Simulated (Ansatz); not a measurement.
WS:
```
CELL_PARAMETERS angstrom
      3.15385     0.00000     0.00000
     -1.57692     2.73131     0.00000
      0.00000     0.00000     3.34167
ATOMIC_POSITIONS crystal
  W  0.00000 0.00000 0.00000
  S  0.33333 0.66667 0.50000
```

Relaxed with r²SCAN. Special points in fractions of this cell's reciprocal vectors: Γ (0.000, 0.000, 0.000); M (0.500, 0.000, 0.000); K (0.333, 0.333, 0.000); A (0.000, 0.000, 0.500); L (0.500, 0.000, 0.500); H (0.333, 0.333, 0.500).

Q: List the band energies nearest the Fermi level at these points for DFT-r²SCAN in the program Ansatz with PAW potentials.

A: In eV from the Fermi level; about four levels below and three above (degenerate sets whole), none deeper than 8.9 eV; points with the same levels are listed once.

```tsv
k	below	above
Γ	-5.55 -5.21 -5.21 -5.11	0.01 0.01 1.68 1.68
M	-7.11 -4.84 -4.46 -1.04	2.05 2.20 2.32
K	-7.00 -2.64 -1.23 -0.46	0.24 5.47 8.71
A	-4.61 -4.61 -2.35 -2.35 -0.40	0.93 0.93 5.86
L	-8.75 -8.49 -6.67 -2.94	1.09 1.82 1.85
H	-8.26 -6.67 -2.45	1.22 1.73 2.24
```

Space group P-6m2. The start of the workflow was typed in or built on a structure type; neither database checked (COD, Materials Project) lists it. Whether it is the stable phase at ambient conditions was not checked. Symmetry was held in the r²SCAN relaxation; whether a distortion lowers the energy is not shown. The workflow began spin-polarised and lost its moments. Its formation energy is positive at this level, so the cell may be metastable or incomplete. Scalar-relativistic: spin–orbit coupling is off unless named, which matters more the heavier the elements.

Potentials: the earlier of the program's two PAW sets.
